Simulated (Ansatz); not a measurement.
## Tunnel barriers from complex bands

A short materials screen. The current through a thin insulator falls as exp(−2kd), with k the slowest decay constant of states in the gap.

The yardstick is sapphire. The Fermi level is put at mid-gap. Of the planes computed for each crystal, the one with the slowest decay is listed. Wanted: the thickness for 4 decades of attenuation, and how many decades a 1.0 nm film gains over the reference.

**Data**

Where the numbers come from (Ansatz, a plane-wave PAW program, with an older set of its potentials): plane, in the cell as filed, gap, decay constant k, slowest state: r²SCAN, complex band structure, on cells taken as filed or relaxed beforehand.

Working rules: decades per nm = 2k × 10 Å/ln 10 = 8.686 k; thickness = 4/(decades per nm); extra decades of a 1.0 nm film = 1.0 × (row − reference).

```csv
crystal,"plane, in the cell as filed",gap on the mesh (eV),k at mid-gap (1/Å),planes computed,slowest state,decades per nm,thickness (nm),decades beyond the reference
SnO2 (rutile),(100),1.73,0.190,2,at Γ,1.650,2.42,−1.8
ZnS (zinc blende),(110),2.70,0.176,1,at Γ,1.529,2.62,−1.9
BN (wurtzite),(110),5.79,0.397,1,at Γ,3.448,1.16,0.0
TiO2 (Pbca),(001),2.67,0.323,2,at Γ,2.806,1.43,−0.6
ZnO (wurtzite),(100),1.23,0.127,1,at Γ,1.103,3.63,−2.3
CdSe (wurtzite),(001),1.09,0.081,1,at Γ,0.704,5.68,−2.7
In2O3 (corundum),(100),1.76,0.169,1,at Γ,1.468,2.72,−2.0
CdS (wurtzite),(001),1.62,0.125,1,at Γ,1.086,3.68,−2.3
"sapphire (α-Al2O3), reference",(100),6.76,0.394,1,at Γ,3.422,1.17,0.0
α-Ga2O3,(100),3.50,0.252,1,at Γ,2.189,1.83,−1.2
```

Not checked to be the ambient phase: In2O3 (corundum). Cells under pressure at the level used (negative: too large): BN −5 GPa, sapphire −7 GPa. Spin–orbit coupling is left out unless named; no shift is given for SnO2, CdSe, In2O3 (corundum), CdS, α-Ga2O3.

**Worked example**

The steps for ZnO:

1. decades per nm: 8.686 × 0.127 = 1.103
2. thickness: 4/1.103 = 3.63 nm
3. decades beyond the reference: 1.0 × (1.103 − 3.422) = −2.3

**Result**

In order of decades per nm, highest first: BN (3.448 ± 0.21) ≈ sapphire (3.422 ± 0.21), TiO2 (2.806 ± 0.17), α-Ga2O3 (2.189 ± 0.13), SnO2 (1.650 ± 0.099) ≈ ZnS (1.529 ± 0.092) ≈ In2O3 (corundum) (1.468 ± 0.088), ZnO (1.103 ± 0.066) ≈ CdS (1.086 ± 0.065), CdSe (0.704 ± 0.042). The ± follows from allowances picked for this note (decay constant k 6 %), carried to first order and added in quadrature; ≈ joins neighbours closer than their two ± added in quadrature. 0 of the 9 others clearly beat the reference on this figure.

Decay constant k rises with gap in these rows (rank correlation 0.89 over 10 rows). The usual reason: in a two-band picture k at mid-gap grows as the square root of gap times mass.

**Caveats**

The gaps are the functional's own, as a rule smaller than measured ones, and k shrinks with them; planes not computed could decay more slowly; interface matching and symmetry filtering by the electrodes are not included. Where several phases of a formula are at hand, those over 0.1 eV/atom above the lowest were not drawn (by r²SCAN where it compared them, else by the largest value; a layered or molecular lowest phase counts only with a dispersion term); other phases could lie lower still. Crystals of Pb, Bi, Tl or Hg, those whose gap spin–orbit coupling moves by over 0.3 eV, and those of Te, I or Sb with no such test at hand were not drawn. Each row is the phase named, which need not be the stable one under ambient conditions. Rows were sampled with a lean to familiar crystals, related or not, whatever their agreement with measurement; tables with many equal figures were not kept. Limits of the draw: gap over 1 eV, no layered crystals, primitive or conventional cells alone; no unfamiliar magnets, and cubic perovskites only if shown or known to be stable. As a rule kept out of such tables: 4f compounds, open-shell compounds run without a Hubbard term, cells found unstable in the tests at hand, cells close to a higher symmetry, and runs set to a pressure or over 12 % in volume from the crystal's fullest run.
